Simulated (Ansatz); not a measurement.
# What DFT gives for CdGe₂Te₄

```
CELL_PARAMETERS angstrom
0.00000 5.98219 0.00000
5.98219 0.00000 0.00000
2.99109 2.99109 -5.97785
ATOMIC_POSITIONS crystal
Cd 0.00000 0.00000 0.00000
Ge 0.50000 0.50000 0.00000
Ge 0.75000 0.25000 0.50000
Te 0.37000 0.39000 0.74000
Te 0.61000 0.11000 0.26000
Te 0.89000 0.87000 0.74000
Te 0.13000 0.63000 0.26000
```

Level: r2SCAN, no spin polarisation; 500 eV; 6×6×6 Γ-centred mesh; gaussian occupations (width 0.2849 eV); Ansatz 0.2.0, fixed geometry.

**Question.** Which atom feels the largest force, and which way?

**Answer.** The largest is on Te4 (and as large on other atoms): 1.51 eV/Å, components (1.02, -0.11, 1.10). It makes 143° with the line to a nearest neighbour, Cd1 at 2.63 Å, pointing away from it.

**Question.** Is the cell too large or too small?

**Answer.** The pressure is 8.7 GPa (compression positive), so with the atoms held at these fractions the cell would first expand; the forces are large, so a full relaxation may end otherwise.

**Question.** Is there a gap?

**Answer.** It is a metal, with about 5.8 states/eV a cell as the mean within 0.25 eV of the Fermi level, mostly Te p (62 %) and Ge s (23 %).

**Question.** What is the formation energy?

**Answer.** 0.10 eV an atom against the elements' usual phases (free molecules for gases, crystals otherwise, with no correction for O₂ or N₂), so at this geometry it isn't bound against them. Relaxing would lower it.

**Question.** Which element gives electrons and which takes them?

**Answer.** Bader charges in e: Cd +0.46, Ge +0.41, Te -0.32. In the mean Cd gives up most and Te takes most.

Origin: a known structure type with other elements, at an estimated volume, so it need not be a known compound. Caveats: atoms or cell far from equilibrium; wide smearing.
